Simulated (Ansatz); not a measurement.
## Property card for Ti₂Ge₆Mo

Theory: Ansatz 0.2.0, DFT PBE, scalar-relativistic, plane waves, PAW.

Plane waves to 420 eV, a k mesh through Γ of 10×10×10 on the computed 9-atom cell and Gaussian smearing (0.10 eV); no spin polarisation.

The structure is relaxed at this level of theory with its symmetry kept, and needn't be the ground state of this composition.

```yaml
crystal:
  lattice:
    - [0.00000, 4.24238, 7.14225]
    - [2.37172, 0.00000, 7.14225]
    - [2.37172, 4.24238, 0.00000]
  atoms:
    - { symbol: Ti, position: [0.66969, 0.66969, 0.33031] }
    - { symbol: Ti, position: [0.33031, 0.33031, 0.66969] }
    - { symbol: Ge, position: [0.00189, 0.32648, 0.67352] }
    - { symbol: Ge, position: [0.33788, 0.66212, 0.33788] }
    - { symbol: Ge, position: [0.67352, 0.99811, 0.00189] }
    - { symbol: Ge, position: [0.32648, 0.00189, 0.99811] }
    - { symbol: Ge, position: [0.66212, 0.33788, 0.66212] }
    - { symbol: Ge, position: [0.99811, 0.67352, 0.32648] }
    - { symbol: Mo, position: [0.00000, 0.00000, 0.00000] }
```

| Property | Result |
| --- | --- |
| Space group | Fmmm (No. 69) |
| Volume per atom | 15.97 Å³ |
| Formation energy from the elements' standard states (uncorrected) | -0.247 eV/atom |
| Kohn–Sham band gap | none (metal) |
| Density of states at the Fermi level | 4.6 states/eV per cell |
| Orbital (Löwdin) character within 0.5 eV of the Fermi level | Ti 3d 51 %, Ge 4p 30 %, Mo 4d 14 % |
| Bader charge by site (e) | Ti (2 in the cell) 1.17, Ge (4 in the cell) -0.49, Ge (2 in the cell) -0.32, Mo (1 in the cell) 0.25 |

The cell was found from a structure generator's guess, not taken from experiment. Löwdin shares on free-atom orbitals overweight diffuse shells.
